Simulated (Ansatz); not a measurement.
BeSe (zinc blende, F-43m) at seven volumes, PBE in the plane-wave PAW code Ansatz, scaled uniformly. One row is withheld.

```csv
V (Å³/atom),P (GPa)
15.789,8.51
16.310,5.24
16.830,2.43
17.351,0.00
17.871,?
18.392,-3.91
18.912,-5.47
```

**Question.** Fit the shown pressures and predict the withheld one.

**Answer.** Third-order Birch–Murnaghan: P = (3/2)B₀(x^(7/2) − x^(5/2))[1 + (3/4)(B′ − 4)(x − 1)] with x = (V₀/V)^(2/3). Least squares on the six rows gives V₀ = 17.351 Å³/atom, B₀ = 75.10 GPa, B′ = 3.89. At V = 17.871, x = 0.9805 and P = -2.09 GPa. The run itself gave -2.10 GPa.

The PBE relaxation kept the symmetry of its start.

Potentials: the earlier of the program's two PAW sets.
